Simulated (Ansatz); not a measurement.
The relaxed structure here is a generated cell of AlCu: the first start was made by placing the elements on the sites of a structure type, and the end was not matched to a known phase here, so it may be hypothetical.

A relaxed cell of AlCu (Pmmn (No. 59)), relaxed on a k-mesh at least as fine as the one used below. All values below come from PBE (plane waves to 420 eV, PAW, scalar-relativistic; Ansatz, a first-principles code). Γ-centred k-mesh 12×7×4 on the run's cell (coarser than for final values), Fermi–Dirac smearing 0.05 eV.

```xyz
8
Lattice="2.7515 0.0000 0.0000 0.0000 4.4805 0.0000 0.0000 0.0000 8.8595" Properties=species:S:1:pos:R:3 pbc="T T T"
Al     0.0000     0.0000     0.4632
Al     0.0000     0.0000     4.8929
Al     1.3758     2.2402     3.9665
Al     1.3758     2.2402     8.3963
Cu     0.0000     2.2402     1.7627
Cu     0.0000     2.2402     6.1924
Cu     1.3758     0.0000     2.6671
Cu     1.3758     0.0000     7.0968
```

The atoms are displaced by (Å):

```json
[
 {"atom": "Al1", "ux": "0.083", "uy": "-0.005", "uz": "-0.131"},
 {"atom": "Al2", "ux": "0.008", "uy": "0.164", "uz": "0.083"},
 {"atom": "Al3", "ux": "0.011", "uy": "-0.184", "uz": "0.036"},
 {"atom": "Al4", "ux": "0.010", "uy": "0.034", "uz": "-0.113"},
 {"atom": "Cu5", "ux": "-0.046", "uy": "-0.167", "uz": "-0.053"},
 {"atom": "Cu6", "ux": "0.110", "uy": "-0.029", "uz": "0.026"},
 {"atom": "Cu7", "ux": "0.017", "uy": "-0.158", "uz": "-0.148"},
 {"atom": "Cu8", "ux": "-0.031", "uy": "-0.047", "uz": "0.059"}
]
```

### Question
What forces (eV/Å) and pressure result?

### Answer
```tsv
atom	Fx	Fy	Fz
Al1	-0.40	-0.11	0.90
Al2	-0.03	-2.12	-0.36
Al3	0.04	1.49	-1.04
Al4	0.25	-0.48	1.00
Cu5	0.12	0.42	0.10
Cu6	-0.29	0.58	-0.25
Cu7	0.04	-0.01	0.52
Cu8	0.28	0.23	-0.87
```

Pressure +2.8 GPa.

### Question
Estimate the energy cost of the displacement in the harmonic approximation and compare with the calculation.

### Answer
For a harmonic well ΔE = −½ Σ F·u = 0.624 eV a cell, or 78 meV/atom. The calculated energy relative to the undisplaced cell is +0.08 eV/atom, so the harmonic estimate holds well.

No spin polarisation in the result.

The run that gave the undisplaced cell could not lose the symmetry of its start; a randomly shaken copy of 8 atoms returns to this structure.
